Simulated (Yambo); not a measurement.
A G0W0@PBEsol run in Yambo for GaAlN₂ (space group P-4m2, No. 115) under biaxial strain of -1 % along x and y, z relaxed (4×4×4 Γ-centred k mesh, 104 bands and a 10 Ry block in the screening, 104 bands in G with the Bruneval-Gonze terminator, plasmon pole fitted at 27.2 eV) gives these matrix elements, in eV, at the band edges (Γ → Γ):

```tsv
state	E0	<Vxc>	<Σx>	<Σc(E0)>	Z
valence edge	0.000	-17.556	-21.079	2.899	0.795
conduction edge	2.835	-13.552	-9.235	-3.685	0.819
```

### Question
Solve the linearised quasiparticle equation for both states, give the gap, and say how exchange and correlation each act on it.

### Answer
E = E0 + Z(Σx + Σc − Vxc). Valence: 0.000 + 0.795 × (-21.079 + (2.899) − (-17.556)) = -0.50 eV. Conduction: 2.835 + 0.819 × (-9.235 + (-3.685) − (-13.552)) = 3.35 eV. The gap is 3.85 eV, against 2.84 eV in PBEsol. Replacing Vxc by bare exchange alone would open it by 7.84 eV; correlation takes back 6.58 eV of that, and Z scales what is left. Convergence of the G0W0 settings was not tested. Spin-orbit splittings are left out.

The standard potential for Ga keeps a d shell in the valence without the s and p states of that shell. In tests on such compounds this moved G0W0 gaps by up to about 0.9 eV, so absolute quasiparticle energies here are unreliable; differences between settings are what counts.

The structure is a Materials Project entry; no match was found in the copy of COD used, and its stability was not checked.
